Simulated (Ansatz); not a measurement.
## Trial structures of Ga4TeO: starts and ends

Method: DFT PBE, scalar-relativistic, plane waves, PAW (Ansatz 0.2.0). Settings: cutoff 420 eV, Γ-centred meshes spaced at most about 0.3 Å⁻¹, and about 0.25 Å⁻¹ or finer for metals (2π included), Gaussian smearing. No spin polarisation in the final relaxations.

Each guess was relaxed in cell and atoms at zero pressure, within the symmetry of its start. These are static total energies at zero pressure. Coordination counts O or Te atoms around Ga (for each partner element, those within 1.25 times its shortest distance or 1.15 times the sum of covalent radii, where it is the nearest in units of that sum or under 1.3; the shortest distance is added where it is long for a bond; a slash parts the counts of unlike sites).

| guess | made from | start group | V start (Å³/atom) | end group | V end (Å³/atom) | coordination at the end | gap on mesh (eV) | E over the lowest end (meV/atom) |
| --- | --- | --- | --- | --- | --- | --- | --- | --- |
| 1 | random cell | P6/mmm | 21.7 | P6/mmm | 19.3 | Ga 3 from 3.2 Å | 0 | 402 |
| 2 | CeGaCu4 type | Cmmm | 18.4 | Cmmm | 22.0 | Ga 1/2 | 0 | 0 |
| 3 | AlTlF4 type | P4/mmm | 17.4 | ? | ? | ? | ? | ? |
| 4 | B4OsW type | P-6m2 | 17.3 | P-6m2 | 19.6 | Ga 3 from 2.3 Å/3 from 3.5 Å | 0 | 66 |

Guess 3 as it starts:

```xyz
6
Lattice="3.9171 0.0000 0.0000 0.0000 3.9171 0.0000 0.0000 0.0000 6.7931" Properties=species:S:1:pos:R:3 pbc="T T T"
Ga    0.0000    0.0000    4.8815
Ga    0.0000    0.0000    1.9116
Ga    1.9585    0.0000    0.0000
Ga    0.0000    1.9585    0.0000
Te    1.9585    1.9585    3.3966
O     0.0000    0.0000    0.0000
```

Q: Fill in the missing row: what does this guess relax into, and where does it rank?

A: It ends in space group P4/mmm (No. 123), with a = 4.760 Å, c = 6.627 Å, 25.0 Å³/atom and no gap. It lies 281 meV/atom over the lowest end, above guess 4 and below guess 1. Counting O or Te atoms around Ga, this end has Ga 1/2 from 2.4 Å and the lowest (guess 2) has Ga 1/2.

```cif
data_structure
_symmetry_space_group_name_H-M 'P 1'
_symmetry_Int_Tables_number 1
_cell_length_a 4.7603
_cell_length_b 4.7603
_cell_length_c 6.6265
_cell_angle_alpha 90.000
_cell_angle_beta 90.000
_cell_angle_gamma 90.000
_cell_volume 150.16
loop_
_atom_site_label
_atom_site_type_symbol
_atom_site_fract_x
_atom_site_fract_y
_atom_site_fract_z
_atom_site_occupancy
Ga1 Ga 0.00000 0.00000 0.69058 1
Ga2 Ga 0.00000 0.00000 0.30942 1
Ga3 Ga 0.50000 0.00000 0.00000 1
Ga4 Ga 0.00000 0.50000 0.00000 1
Te1 Te 0.50000 0.50000 0.50000 1
O1 O 0.00000 0.00000 0.00000 1
```

Energies over the elements count from the elements' standard structures at the same level (O₂ as a molecule), with no fitted energy shifts.

Q: Is the lowest end bound against the elements?

A: Yes: its formation energy is −0.27 eV/atom. Whether it is stable depends on the other phases of the system, which aren't compared here.

Spin–orbit coupling, which can matter for Te, is left out. The reference form of Te is held partly by dispersion forces, which this level lacks. Cells relaxed within their symmetry can be saddle points. A lower structure may well exist outside this small set. Some structure types and database cells were kept out of the candidates from the start, so a known form may be missing.
